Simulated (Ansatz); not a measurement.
SnSe:
```
CELL_PARAMETERS angstrom
      4.24118     0.00000     0.00000
     -2.12059     3.67297     0.00000
      0.00000     0.00000    10.36801
ATOMIC_POSITIONS crystal
  Sn 0.33351 0.00000 0.33333
  Sn 0.00000 0.33351 0.66667
  Sn 0.66649 0.66649 0.00000
  Se 0.33333 0.00000 0.83333
  Se 0.00000 0.33333 0.16667
  Se 0.66667 0.66667 0.50000
```

Relaxed with r²SCAN+D4. Special points in fractions of this cell's reciprocal vectors: Γ (0.000, 0.000, 0.000); M (0.500, 0.000, 0.000); K (0.333, 0.333, 0.000); A (0.000, 0.000, 0.500); L (0.500, 0.000, 0.500); H (0.333, 0.333, 0.500).

Question: List the band energies nearest the Fermi level at these points for the program Ansatz at the r²SCAN+D4 level (PAW).

Answer: In eV from the Fermi level; about four levels below and three above (degenerate sets whole), none deeper than 8.9 eV; points with the same levels are listed once.

```
k                                below                          above
-  -----------------------------------  -----------------------------
Γ  -2.68 -2.68 -2.68 -2.68 -0.85 -0.85  1.25 1.25 1.54 1.54 1.54 1.54
M              -3.22 -3.22 -1.69 -1.69            1.45 1.45 2.08 2.08
K  -3.48 -3.47 -3.47 -2.32 -2.32 -2.32                 2.49 2.49 2.49
A        -2.58 -2.58 -1.93 -1.93 -0.19                 0.33 0.94 0.94
L        -3.44 -3.44 -2.58 -2.57 -0.17                 0.35 0.95 0.96
H  -4.56 -4.56 -4.56 -1.28 -1.28 -1.28                 1.05 1.05 1.05
```

Space group Fm-3m (rock salt). The start of the workflow was typed in or built on a structure type; the Crystallography Open Database files this formula in space group No. 225, but the cells were not matched. It is not the phase usual at ambient conditions (space group No. 62). The cell was relaxed with r²SCAN+D4 under the symmetry of its start; whether a distortion lowers the energy is not shown. Point labels and valley counts follow the cell and symmetry of the run, lower than the named group. The Fermi level of a semimetal is unsure by some 0.05 eV on such meshes. Scalar-relativistic: spin–orbit coupling is off unless named, which matters more the heavier the elements.

Potentials: the earlier of the program's two PAW sets.
